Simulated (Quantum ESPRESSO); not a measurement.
## ZnGeAl6N8 (one run as intended and one with a planted mistake)

A calculation, not a measurement. The program is pw.x of Quantum ESPRESSO 7.5 (plane-wave density functional theory). The cell is made up: 16 atoms on a doubled zincblende/diamond lattice, with randomly drawn elements, strain and displacements, not relaxed. PseudoDojo standard norm-conserving files (v0.5 for PBE, v0.4.1 for LDA and PBEsol) set the functional; there is no spin polarisation, spin-orbit coupling or dispersion term, and the masses in the input are unused placeholders.

Intended input:

```
&control calculation='scf', pseudo_dir='./dojo.nc.sr.pbe.v0_5.standard.upf', outdir='./o', disk_io='low', tprnfor=.true., tstress=.true. /
&system ibrav=0, nat=16, ntyp=4, nbnd=52, ecutwfc=84.00895049, nosym=.true., tot_charge=0,
 occupations='smearing', smearing='fd', degauss=0.0018374661
/
&electrons conv_thr=7.350e-09, electron_maxstep=60, /
ATOMIC_SPECIES
Al 1.0 Al.upf
Ge 1.0 Ge.upf
N 1.0 N.upf
Zn 1.0 Zn.upf
CELL_PARAMETERS angstrom
4.3682 0.0683 -0.0416
0.0683 4.4855 0.0276
-0.0833 0.0551 8.7068
ATOMIC_POSITIONS angstrom
Zn 0.1258 -0.0651 0.0906
Ge 0.049 2.2716 2.2719
Al 2.1838 -0.0785 2.1184
Al 2.2529 2.3568 -0.0233
Al 0.0319 0.0071 4.3575
Al -0.1253 2.2913 6.5013
Al 2.1668 0.1058 6.559
Al 2.1325 2.3324 4.3564
N 1.0725 1.0523 1.1149
N 1.1005 3.4463 3.2363
N 3.1824 1.2145 3.3822
N 3.2857 3.4804 1.1848
N 1.1161 1.3461 5.4245
N 0.9845 3.474 7.6537
N 3.245 1.2225 7.6336
N 3.2804 3.4592 5.4646
K_POINTS automatic
5 5 3 1 1 1
```

The log is shortened where brackets say so; the opening notice, blank lines, dates and the lines on written files are dropped, and the path of the files is cut. It prints rydbergs, bohrs and kilobars, and counts compression as positive stress. Where no state is partly filled, the Fermi energy that it prints is only some level between the filled and the empty states on the mesh, and need not lie in the true gap.

Log of the intended run:

```
     Program PWSCF v.7.5
     Parallel version (MPI & OpenMP), running on       4 processor cores
     Number of MPI processes:                 4
     Threads/MPI process:                     1
     [start-up lines left out]
     bravais-lattice index     =            0
     lattice parameter (alat)  =       8.2561  a.u.
     unit-cell volume          =    1150.8212 (a.u.)^3
     number of atoms/cell      =           16
     number of atomic types    =            4
     number of electrons       =        92.00
     number of Kohn-Sham states=           52
     kinetic-energy cutoff     =      84.0090  Ry
     charge density cutoff     =     336.0358  Ry
     scf convergence threshold =      7.3E-09
     mixing beta               =       0.7000
     number of iterations used =            8  plain     mixing
     Exchange-correlation= PBE
                           (   1   4   3   4   0   0   0)
     [axes and pseudopotential details left out]
   Cartesian axes
     site n.     atom                  positions (alat units)
         1        Zn     tau(   1) = (   0.0287942  -0.0149007   0.0207373  )
         2        Ge     tau(   2) = (   0.0112156   0.5199440   0.5200127  )
         3        Al     tau(   3) = (   0.4998476  -0.0179678   0.4848782  )
         4        Al     tau(   4) = (   0.5156638   0.5394453  -0.0053331  )
         5        Al     tau(   5) = (   0.0073016   0.0016251   0.9973833  )
         6        Al     tau(   6) = (  -0.0286798   0.5244531   1.4880754  )
         7        Al     tau(   7) = (   0.4959565   0.0242164   1.5012822  )
         8        Al     tau(   8) = (   0.4881056   0.5338605   0.9971316  )
         9        N      tau(   9) = (   0.2454833   0.2408598   0.2551882  )
        10        N      tau(  10) = (   0.2518922   0.7888198   0.7407531  )
        11        N      tau(  11) = (   0.7284160   0.2779856   0.7741480  )
        12        N      tau(  12) = (   0.7520602   0.7966249   0.2711876  )
        13        N      tau(  13) = (   0.2554629   0.3081073   1.2416078  )
        14        N      tau(  14) = (   0.2253411   0.7951600   1.7518469  )
        15        N      tau(  15) = (   0.7427445   0.2798167   1.7472462  )
        16        N      tau(  16) = (   0.7508471   0.7917725   1.2507862  )
     number of k points=    38  Fermi-Dirac smearing, width (Ry)=  0.0018
                       cart. coord. in units 2pi/alat
        k(    1) = (   0.0993253   0.0953721   0.0839774), wk =   0.0533333
        k(    2) = (   0.0961061   0.0974797  -0.2505894), wk =   0.0533333
     [further k points left out]
     Dense  grid:   119711 G-vectors     FFT dimensions: (  50,  50,  96)
     Estimated max dynamical RAM per process >     309.35 MB
     Estimated total dynamical RAM >       1.12 GB
     Initial potential from superposition of free atoms
     starting charge      91.9843, renormalised to      92.0000
     Starting wfcs are   75 randomized atomic wfcs
     total cpu time spent up to now is        6.0 secs
     per-process dynamical memory:   239.7 Mb
     Self-consistent Calculation
     iteration #  1     ecut=    84.01 Ry     beta= 0.70
     Davidson diagonalization with overlap
     ethr =  1.00E-02,  avg # of iterations =  3.0
     total cpu time spent up to now is       16.4 secs
     total energy              =    -789.35987023 Ry
     estimated scf accuracy    <       4.91074304 Ry
     iteration #  2     ecut=    84.01 Ry     beta= 0.70
     Davidson diagonalization with overlap
     ethr =  5.34E-03,  avg # of iterations =  3.1
     total cpu time spent up to now is       27.4 secs
     total energy              =    -790.28712119 Ry
     estimated scf accuracy    <       5.50695612 Ry
     [iterations 3 to 13 left out]
     iteration # 14     ecut=    84.01 Ry     beta= 0.70
     Davidson diagonalization with overlap
     ethr =  4.00E-11,  avg # of iterations =  2.5
     total cpu time spent up to now is      150.5 secs
     total energy              =    -791.53522442 Ry
     estimated scf accuracy    <       0.00000002 Ry
     iteration # 15     ecut=    84.01 Ry     beta= 0.70
     Davidson diagonalization with overlap
     ethr =  2.55E-11,  avg # of iterations =  2.0
     total cpu time spent up to now is      159.4 secs
     End of self-consistent calculation
     [lines on levels left out]
     the Fermi energy is    10.6689 ev
!    total energy              =    -791.53522442 Ry
     estimated scf accuracy    <          3.7E-09 Ry
     smearing contrib. (-TS)   =      -0.00000000 Ry
     internal energy E=F+TS    =    -791.53522442 Ry
     The total energy is F=E-TS. E is the sum of the following terms:
     one-electron contribution =    -596.49253230 Ry
     hartree contribution      =     351.45835865 Ry
     xc contribution           =    -151.98661497 Ry
     ewald contribution        =    -394.51443580 Ry
     convergence has been achieved in  15 iterations
     Forces acting on atoms (cartesian axes, Ry/au):
     atom    1 type  4   force =    -0.10861047    0.02687391   -0.02562623
     atom    2 type  2   force =    -0.04932550   -0.07557785   -0.06851992
     atom    3 type  1   force =    -0.06204117    0.15927354    0.07486250
     atom    4 type  1   force =    -0.01812383   -0.05133858   -0.02097977
     atom    5 type  1   force =    -0.04342806    0.05760613    0.07535275
     atom    6 type  1   force =     0.07371485   -0.03323918    0.10557771
     atom    7 type  1   force =    -0.03278442    0.01581950    0.02865032
     atom    8 type  1   force =     0.04739990    0.03819044    0.04039350
     atom    9 type  3   force =     0.08605436    0.17093178    0.11556051
     atom   10 type  3   force =     0.01239953   -0.01677489    0.03180888
     atom   11 type  3   force =     0.06019676   -0.03212806   -0.08289535
     atom   12 type  3   force =     0.05523672   -0.15470220   -0.03277943
     atom   13 type  3   force =    -0.05803153   -0.11343545    0.00740027
     atom   14 type  3   force =     0.12218765   -0.10114564   -0.12205862
     atom   15 type  3   force =    -0.04714164    0.05154231   -0.03298846
     atom   16 type  3   force =    -0.03770316    0.05810425   -0.09375868
     Total force =     0.516920     Total SCF correction =     0.000081
     Computing stress (Cartesian axis) and pressure
          total   stress  (Ry/bohr**3)                   (kbar)     P=       84.33
   0.00063430  -0.00048705  -0.00001571           93.31      -71.65       -2.31
  -0.00048705   0.00037603   0.00013669          -71.65       55.32       20.11
  -0.00001571   0.00013669   0.00070954           -2.31       20.11      104.38
     init_run     :      5.56s CPU      5.78s WALL (       1 calls)
     electrons    :    152.80s CPU    153.42s WALL (       1 calls)
     forces       :      2.24s CPU      2.26s WALL (       1 calls)
     stress       :      7.47s CPU      7.64s WALL (       1 calls)
     [timing details left out]
     PWSCF        :   2m48.30s CPU   2m49.43s WALL
     JOB DONE.
```

A second run has one planted mistake: the self-consistency threshold is too loose. The input lines that differ, file-writing options aside:

```
- &electrons conv_thr=7.350e-09, electron_maxstep=60, /
+ &electrons conv_thr=3.675e-02, electron_maxstep=60, /
```

Its log:

```
     Program PWSCF v.7.5
     Parallel version (MPI & OpenMP), running on       4 processor cores
     Number of MPI processes:                 4
     Threads/MPI process:                     1
     [start-up lines left out]
     bravais-lattice index     =            0
     lattice parameter (alat)  =       8.2561  a.u.
     unit-cell volume          =    1150.8212 (a.u.)^3
     number of atoms/cell      =           16
     number of atomic types    =            4
     number of electrons       =        92.00
     number of Kohn-Sham states=           52
     kinetic-energy cutoff     =      84.0090  Ry
     charge density cutoff     =     336.0358  Ry
     scf convergence threshold =      3.7E-02
     mixing beta               =       0.7000
     number of iterations used =            8  plain     mixing
     Exchange-correlation= PBE
                           (   1   4   3   4   0   0   0)
     [axes and pseudopotential details left out]
   Cartesian axes
     site n.     atom                  positions (alat units)
         1        Zn     tau(   1) = (   0.0287942  -0.0149007   0.0207373  )
         2        Ge     tau(   2) = (   0.0112156   0.5199440   0.5200127  )
         3        Al     tau(   3) = (   0.4998476  -0.0179678   0.4848782  )
         4        Al     tau(   4) = (   0.5156638   0.5394453  -0.0053331  )
         5        Al     tau(   5) = (   0.0073016   0.0016251   0.9973833  )
         6        Al     tau(   6) = (  -0.0286798   0.5244531   1.4880754  )
         7        Al     tau(   7) = (   0.4959565   0.0242164   1.5012822  )
         8        Al     tau(   8) = (   0.4881056   0.5338605   0.9971316  )
         9        N      tau(   9) = (   0.2454833   0.2408598   0.2551882  )
        10        N      tau(  10) = (   0.2518922   0.7888198   0.7407531  )
        11        N      tau(  11) = (   0.7284160   0.2779856   0.7741480  )
        12        N      tau(  12) = (   0.7520602   0.7966249   0.2711876  )
        13        N      tau(  13) = (   0.2554629   0.3081073   1.2416078  )
        14        N      tau(  14) = (   0.2253411   0.7951600   1.7518469  )
        15        N      tau(  15) = (   0.7427445   0.2798167   1.7472462  )
        16        N      tau(  16) = (   0.7508471   0.7917725   1.2507862  )
     number of k points=    38  Fermi-Dirac smearing, width (Ry)=  0.0018
                       cart. coord. in units 2pi/alat
        k(    1) = (   0.0993253   0.0953721   0.0839774), wk =   0.0533333
        k(    2) = (   0.0961061   0.0974797  -0.2505894), wk =   0.0533333
     [further k points left out]
     Dense  grid:   119711 G-vectors     FFT dimensions: (  50,  50,  96)
     Estimated max dynamical RAM per process >     309.35 MB
     Estimated total dynamical RAM >       1.12 GB
     Initial potential from superposition of free atoms
     starting charge      91.9843, renormalised to      92.0000
     Starting wfcs are   75 randomized atomic wfcs
     total cpu time spent up to now is        5.8 secs
     per-process dynamical memory:   239.8 Mb
     Self-consistent Calculation
     iteration #  1     ecut=    84.01 Ry     beta= 0.70
     Davidson diagonalization with overlap
     ethr =  1.00E-02,  avg # of iterations =  3.0
     total cpu time spent up to now is       16.7 secs
     total energy              =    -789.35987023 Ry
     estimated scf accuracy    <       4.91074304 Ry
     iteration #  2     ecut=    84.01 Ry     beta= 0.70
     Davidson diagonalization with overlap
     ethr =  5.34E-03,  avg # of iterations =  3.1
     total cpu time spent up to now is       27.2 secs
     total energy              =    -790.28712119 Ry
     estimated scf accuracy    <       5.50695612 Ry
     iteration #  3     ecut=    84.01 Ry     beta= 0.70
     Davidson diagonalization with overlap
     ethr =  5.34E-03,  avg # of iterations =  2.1
     total cpu time spent up to now is       36.7 secs
     total energy              =    -791.37792531 Ry
     estimated scf accuracy    <       1.06377203 Ry
     iteration #  4     ecut=    84.01 Ry     beta= 0.70
     Davidson diagonalization with overlap
     ethr =  1.16E-03,  avg # of iterations =  2.0
     total cpu time spent up to now is       45.6 secs
     total energy              =    -791.51288698 Ry
     estimated scf accuracy    <       0.05999344 Ry
     iteration #  5     ecut=    84.01 Ry     beta= 0.70
     Davidson diagonalization with overlap
     ethr =  6.52E-05,  avg # of iterations = 11.3
     total cpu time spent up to now is       59.8 secs
     End of self-consistent calculation
     [lines on levels left out]
     the Fermi energy is    10.6287 ev
!    total energy              =    -791.51416955 Ry
     estimated scf accuracy    <       0.03220659 Ry
     smearing contrib. (-TS)   =      -0.00000000 Ry
     internal energy E=F+TS    =    -791.51416955 Ry
     The total energy is F=E-TS. E is the sum of the following terms:
     one-electron contribution =    -597.88319470 Ry
     hartree contribution      =     352.95062911 Ry
     xc contribution           =    -152.06716815 Ry
     ewald contribution        =    -394.51443580 Ry
     convergence has been achieved in   5 iterations
     Forces acting on atoms (cartesian axes, Ry/au):
     atom    1 type  4   force =    -0.10771424    0.03011386   -0.04578738
     atom    2 type  2   force =    -0.06062482   -0.06733524   -0.05524961
     atom    3 type  1   force =    -0.06086458    0.15819299    0.06738234
     atom    4 type  1   force =    -0.01722222   -0.05042565   -0.02749223
     atom    5 type  1   force =    -0.04139977    0.05543302    0.08507158
     atom    6 type  1   force =     0.07434699   -0.03224787    0.09881141
     atom    7 type  1   force =    -0.03234865    0.01397531    0.02269489
     atom    8 type  1   force =     0.04622290    0.03995357    0.05205333
     atom    9 type  3   force =     0.08506757    0.17105502    0.12070938
     atom   10 type  3   force =     0.01223020   -0.01933117    0.02087912
     atom   11 type  3   force =     0.06231198   -0.03304516   -0.09093999
     atom   12 type  3   force =     0.05459787   -0.15740074   -0.03206822
     atom   13 type  3   force =    -0.05682248   -0.11404738    0.00750766
     atom   14 type  3   force =     0.12380628   -0.10277825   -0.11124999
     atom   15 type  3   force =    -0.04525829    0.04991006   -0.02032721
     atom   16 type  3   force =    -0.03632873    0.05797762   -0.09199509
     Total force =     0.515751     Total SCF correction =     0.928738
     SCF correction compared to forces is large: reduce conv_thr to get better values
     Computing stress (Cartesian axis) and pressure
          total   stress  (Ry/bohr**3)                   (kbar)     P=      104.83
   0.00075891  -0.00048385  -0.00003584          111.64      -71.18       -5.27
  -0.00048385   0.00047968   0.00009082          -71.18       70.56       13.36
  -0.00003584   0.00009082   0.00089922           -5.27       13.36      132.28
     init_run     :      5.48s CPU      5.71s WALL (       1 calls)
     electrons    :     53.74s CPU     54.05s WALL (       1 calls)
     forces       :      2.37s CPU      2.40s WALL (       1 calls)
     stress       :      7.70s CPU      7.91s WALL (       1 calls)
     [timing details left out]
     PWSCF        :   1m 9.44s CPU   1m10.33s WALL
     JOB DONE.
```

|  | intended run | run with the mistake |
| --- | --- | --- |
| free energy (eV) | -10769.385 | -10769.099 |
| smearing term -TS (eV) | 0.0000 | 0.0000 |
| pressure (GPa) | 8.43 | 10.48 |
| largest force component (eV/Å) | 4.395 | 4.398 |
| largest change of a force component (eV/Å) |  | 0.518 |
| iterations | 15 | 5 |

For scale, a rerun of the intended cell at a cutoff of 1437 eV and k mesh 7 x 7 x 5 moved values by no more than 0.005 eV in energy, 0.02 GPa in stress and 0.002 eV/Å in force.